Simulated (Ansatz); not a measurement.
## Notes on SrVO₃

```
CELL_PARAMETERS angstrom
3.84754 0.00000 0.00000
0.00000 3.84754 0.00000
0.00000 0.00000 3.84754
ATOMIC_POSITIONS crystal
V 0.00000 0.00000 0.00000
O 0.50000 0.00000 0.00000
O 0.00000 0.50000 0.00000
O 0.00000 0.00000 0.50000
Sr 0.50000 0.50000 0.50000
```

Method: PBE, collinear spin; PAW, plane waves to 420 eV, 6×6×6 Γ-centred mesh, gaussian occupations (width 0.0468 eV) (Ansatz 0.2.0), atoms fixed.

Magnetic state (reached from a saved solution, and it need not be the lowest): V1 up.

(1) Describe some of the short contacts.

(2) Is there a gap?

(3) Give the Bader charges.

(4) What is the formation energy?

(5) Is the cell too large or too small?

(6) Give the spin moments.

Origin: a known structure type with other elements, at an estimated volume, so it need not be a known compound. Caveats: semilocal functionals often miss the gap of such magnets.

Answers

(1) V–O at 1.92 Å: least valence density 0.73 e/Å³ and ELF 0.18 there. Sr–O at 2.72 Å: least valence density 0.15 e/Å³ and ELF 0.07 there. Both are smooth PAW fields, read partly inside the augmentation spheres.

(2) It is a metal, with about 1.7 states/eV a cell as the mean within 0.25 eV of the Fermi level, mostly V d (81 %) and O p (16 %).

(3) Bader charges in e: Sr +1.59, V +2.07, O -1.22. In the mean V gives up most and O takes most.

(4) -2.74 eV an atom against the elements' usual phases (free molecules for gases, crystals otherwise, with no correction for O₂ or N₂), so it is bound against them; other compounds may still compete. Relaxing would lower it.

(5) The pressure is 1.8 GPa (compression positive), so with the atoms held at these fractions the cell would first expand.

(6) V1 +0.47 μB of spin moment in Bader basins; net size 0.50 μB a cell.
